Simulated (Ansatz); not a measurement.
SnAs:
```
SnAs
1.0
    0.00000     2.87412     2.87412
    2.87412     0.00000     2.87412
    2.87412     2.87412     0.00000
Sn As
1 1
Cartesian
  0.00000   0.00000   0.00000
  2.87412   2.87412   2.87412
```

Relaxed with r²SCAN. Special points in fractions of this cell's reciprocal vectors: Γ (0.000, 0.000, 0.000); X (0.500, 0.000, 0.500); U (0.625, 0.250, 0.625); K (0.375, 0.375, 0.750); L (0.500, 0.500, 0.500); W (0.500, 0.250, 0.750).

Question: List the band energies nearest the Fermi level at these points for r²SCAN with spin–orbit coupling in the plane-wave PAW code Ansatz.

Answer: In eV from the Fermi level; about four levels below and three above (degenerate sets whole), none deeper than 8.9 eV; points with the same levels are listed once.

```csv
k,below,above
Γ,-1.23 -1.23 -1.23 -1.23,5.12 5.12 5.89 5.89 5.89 5.89
X,-3.73 -3.73 -3.47 -3.47,3.02 3.02 7.48 7.48
U,-2.95 -2.95 -1.91 -1.91,4.76 4.76 5.10 5.10
L,-0.95 -0.95 -0.77 -0.77,0.89 0.89 1.31 1.31
W,-5.13 -5.13 -5.08 -5.08,0.77 0.77 2.21 2.21
```

Space group Fm-3m (rock salt). The workflow started from an entry of the Crystallography Open Database (COD). Its standing as an ambient phase is unchecked. The r²SCAN relaxation kept the symmetry of its start; whether a distortion lowers the energy is not shown.

Potentials: the later of the program's two PAW sets.
